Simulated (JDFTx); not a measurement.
## Cd(0001) as an electrode

Cd(0001) slab cut from bulk Cd (space group P6_3/mmc, indices of the conventional cell, lattice of the Materials Project entry mp-94, not re-optimised): 4 atoms in 4 planes, a 1x1 cell of 7.58 Å² (|a| = 2.958, |b| = 2.958 Å), 8.9 Å between the outermost planes, cell height 24.8 Å, 8×8×1 k mesh, Fermi smearing 0.01 Ha, no spin polarisation.

All numbers are PBE, GBRV ultrasoft potentials, plane waves to 20/100 Ha results from a modified build of JDFTx, not measurements. Outer atoms relaxed in vacuum, keeping the start's symmetry. The same nuclei were then put into each liquid, at zero charge and at set potentials or charges. The model has bare, unreconstructed faces and no explicit solvent. SHE scale: U = −μ/e − 4.44 V, by convention. Convergence in thickness and k mesh wasn't tested for this slab.

In vacuum the work function is 3.79 eV, which would put the uncharged electrode at -0.65 V vs SHE if the liquid did nothing. Each liquid moves the Fermi level of the neutral slab, now counted from the bulk liquid: linear PCM (GLSSA13), water, 1 M NaCl by 0.28 eV, to a potential of zero charge of -0.94 V; CANDLE, water, 1 M NaCl by 0.33 eV, to a potential of zero charge of -0.99 V. The models of water differ by 0.05 V among themselves.

Charging:

```
liquid                       U − U_pzc (V)  σ (μC/cm²)  σ/(U − U_pzc) (μF/cm²)  Δγ (mJ/m²)
---------------------------  -------------  ----------  ----------------------  ----------
linear PCM (GLSSA13), water          -0.91       -13.4                      15         -63
linear PCM (GLSSA13), water          -0.16        -2.6                      16          -2
linear PCM (GLSSA13), water           0.49         8.2                      17         -19
linear PCM (GLSSA13), water           0.69        11.9                      17         -39
linear PCM (GLSSA13), water           0.85        15.0                      18         -61
linear PCM (GLSSA13), water           0.89        15.7                      18         -67
CANDLE, water                         0.29         3.8                      13          -5
```

The mean capacitance runs from 13 to 18 μF/cm². Δγ, the grand free energy per area against the neutral surface, is negative throughout, since charging at a held potential lowers it. The cavity function reaches one half at 2.6 Å (linear PCM (GLSSA13), water), 3.2 Å (CANDLE, water) above the top atoms; the models define their cavities differently. CANDLE's negatively charged runs are left out, as they depend on the cell height. No specific adsorption of ions or solvent is in these numbers.
